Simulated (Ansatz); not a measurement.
Values for one crystal, relaxed and computed with DFT-r²SCAN in the program Ansatz with PAW potentials; other levels are named.

Volume per atom: 11.78 Å³
Band gap: 4.22 eV (direct)
Electron effective mass: 0.36 mₑ (isotropic)
Formation energy from the elements (no fitted shifts): -2.84 eV/atom
Valence-band maximum: at Γ
HSE06 gap on the r²SCAN cell: 5.16 eV
Hole effective mass: 0.41, 6.1, 6.1 mₑ (principal values)

### Question
Pick the material that matches.
A. TlIO3, R3m (Tl on 3a, I on 3a, O on 9b)
B. MgO, wurtzite
C. In2O3, La2O3 or Ni2Al3 type
D. As2O3, P2_1/c (Pearson symbol mP20)

### Answer
B, MgO, wurtzite

Space group P6_3mc (wurtzite). The first step of the workflow began from a Materials Project structure, measured or hypothetical; the Crystallography Open Database copy checked does not list it. It is not the phase usual at ambient conditions (space group No. 225). The cell was relaxed with r²SCAN under the symmetry of its start; its stability against distortions is not shown here. The references are the lowest solids computed at this level, not always the standard phases (solids in place of the gases).

Potentials: the later of the program's two PAW sets.
